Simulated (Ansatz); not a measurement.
Be3N2 in space group P6_3/mmc (No. 194; Be on 4f, Be on 2b, N on 2a, N on 2c) under volume change, DFT-r²SCAN in the program Ansatz with PAW potentials, shape and atoms relaxed at each volume.

```
V (Å³/atom)  E − E(relaxed) (meV/atom)  P (GPa)
-----------  -------------------------  -------
6.167                             43.9    24.77
6.371                             18.6    15.34
6.574                              ___      ___
6.777                              0.0     0.00
6.980                              ___      ___
7.184                             15.5   -11.65
7.387                             33.3   -16.39
```

Some entries are withheld; supply them.


- 6.980, E − E(relaxed) (meV/atom): 4.0
- 6.980, P (GPa): -6.22
- 6.574, E − E(relaxed) (meV/atom): 4.4
- 6.574, P (GPa): 7.14

What does a third-order Birch–Murnaghan fit give for V₀, B₀ and B′?

V₀ = 6.78 Å³/atom, B₀ = 222 GPa, B′ = 3.6.

The workflow started from a Materials Project entry (that database holds measured and hypothetical structures alike); the Crystallography Open Database copy checked does not list it. COD files the formula under space group No. 206. Its standing as an ambient phase is unchecked. The cell was relaxed with r²SCAN under the symmetry of its start; its stability against distortions is not shown here.

Potentials: the later of the program's two PAW sets.
